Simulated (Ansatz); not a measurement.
This log comes from Ansatz, run on BN built on the zincblende prototype. The geometry is the r2SCAN minimum.

The cell:
```cif
data_structure
_symmetry_space_group_name_H-M 'P 1'
_symmetry_Int_Tables_number 1
_cell_length_a 2.5524
_cell_length_b 2.5524
_cell_length_c 2.5524
_cell_angle_alpha 60.000
_cell_angle_beta 60.000
_cell_angle_gamma 60.000
_cell_volume 11.76
loop_
_atom_site_label
_atom_site_type_symbol
_atom_site_fract_x
_atom_site_fract_y
_atom_site_fract_z
_atom_site_occupancy
B1 B 0.00000 0.00000 0.00000 1
N1 N 0.25000 0.25000 0.25000 1
```

What the program printed (shortened):
```
Functional definition: PBE
Crystal: 2 atoms, lattice volume = 11.758 Å³
Basis set: ecut = 1240 eV, 1211 PW (Γ)
Bands: 8, of which v1, the nominal top of the filled ones, is band 4 counted from 1 (3 counted from 0)
Symmetry: 24 space group operations
Space group: F-43m (ITA 216)
k-points: 16 of 216 (time reversal used)
preconditioner: auto → none  [insulator: Δε(μ)=5.754 eV  ℏωp=30.6 eV]
SCF 1 converged in 6 iterations: F = -377.938763 eV  dr2 = 1.56e-8
Free energy (F): -377.938763 eV
Fermi energy:    11.239542 eV
--- G₀W₀: contour deformation, 6 samples at zero and on the imaginary axis and 2 off it, 216 q-points, 44 empty bands' worth ---
    ik  band        ε_KS         Σx   Σc(E_QP)       V_xc       Z   E_QP_lin       E_QP  E_QP is
     0     3     11.2395   -22.9195     2.8286   -19.2973  0.8266    10.4434    10.4460  root
     0     4     11.2395   -22.9195     2.8286   -19.2973  0.8266    10.4434    10.4460  root
     0     5     20.0891    -7.9113    -5.4307   -14.6787  0.8388    21.4344    21.4259  root
     0     6     20.0891    -7.9113    -5.4307   -14.6787  0.8388    21.4344    21.4259  root
     1     3     10.6163   -22.6758     2.9272   -18.8950  0.8255     9.7596     9.7627  root
     1     4     10.6163   -22.6758     2.9272   -18.8950  0.8255     9.7596     9.7627  root
     1     5     20.6299    -9.0284    -5.4738   -15.7302  0.8346    21.8654    21.8578  root
     1     6     21.0048    -8.0480    -5.6341   -15.0842  0.8340    22.4169    22.4068  root
     2     3      9.6717   -22.5945     3.1591   -18.4848  0.8228     8.7169     8.7210  root
     2     4      9.6717   -22.5945     3.1591   -18.4848  0.8228     8.7169     8.7210  root
     2     5     21.2083    -9.8002    -5.5542   -16.5049  0.8317    22.3658    22.3588  root
     2     6     21.9265    -7.8101    -5.8066   -15.0224  0.8315    23.3431    23.3322  root
     3     3      9.2910   -22.6258     3.2680   -18.3683  0.8215     8.2970     8.3016  root
     3     4      9.2910   -22.6258     3.2680   -18.3683  0.8215     8.2970     8.3016  root
     3     5     21.4504   -10.1050    -5.5770   -16.8036  0.8308    22.5786    22.5719  root
     3     6     21.9774    -7.6078    -5.7563   -14.7217  0.8335    23.3449    23.3349  root
     4     3      9.4815   -22.2666     3.1176   -18.1852  0.8231     8.5134     8.5177  root
     4     4      9.4815   -22.2666     3.1176   -18.1852  0.8231     8.5134     8.5177  root
     4     5     19.0239    -8.0954    -5.1994   -14.4300  0.8426    20.1648    20.1591  root
     4     6     22.5904    -8.4363    -5.9624   -15.9197  0.8252    24.1254    24.1115  root
     9     3      7.1889   -22.2206     3.6976   -17.3480  0.8144     6.0059     6.0140  root
     9     4      7.1889   -22.2206     3.6976   -17.3480  0.8144     6.0059     6.0140  root
     9     5     16.9570    -8.0376    -4.8013   -13.6982  0.8492    17.8190    17.8162  root
     9     6     21.5729    -7.8239    -5.3587   -14.1506  0.8429    22.5455    22.5410  root
    12     3      6.3132   -22.2939     3.9344   -17.1154  0.8100     5.0595     5.0692  root
    12     4      6.3132   -22.2939     3.9344   -17.1154  0.8100     5.0595     5.0692  root
    12     5     15.7074    -8.0085    -4.5533   -13.2879  0.8530    16.4355    16.4336  root
    12     6     20.4980    -7.9613    -5.1345   -13.9655  0.8481    21.3711    21.3677  root
    14     3      5.1595   -22.7162     4.3398   -16.9832  0.8020     3.7517     3.7664  root
    14     4      6.7230   -21.8211     3.7118   -16.8940  0.8136     5.4988     5.5076  root
    14     5     20.7518    -8.4428    -5.2958   -14.8651  0.8365    21.8848    21.8784  root
    14     6     23.0968    -7.9600    -6.0930   -15.3411  0.8251    24.3957    24.3849  root
```

The points are ik 0 = (0, 0, 0) (Γ), ik 1 = (0, 0, 1/6), ik 2 = (0, 0, 1/3), ik 3 = (0, 0, -1/2), ik 4 = (0, 1/6, 1/6), ik 9 = (0, 1/3, 1/3), ik 12 = (0, -1/2, -1/2), ik 14 = (1/6, 1/3, -1/3); band 4 is the last filled one.

Task: Which of these blocks stood in the input: relax, gw, phonons, dielectric, magnetization (spin_orbit)?

Result: gw. The quasiparticle table needs the gw block.

Task: Which k mesh was typed?

Result: 6×6×6, Γ-centred.

Task: How were the bands filled?

Result: Fixed occupations.

Run as `ansatz run input.yaml --threads 2 --pin off --max-ram 3686MiB --backend cpu --events-out ev --progress --plain --runs-dir out`. Wall time 10 s on 2 threads of Intel(R) Xeon(R) Platinum 8488C (Sapphire Rapids), with other jobs on the host, load about 0.5 per core; peak host memory 0.31 GiB.

No spin polarisation and no zero-point or thermal motion.
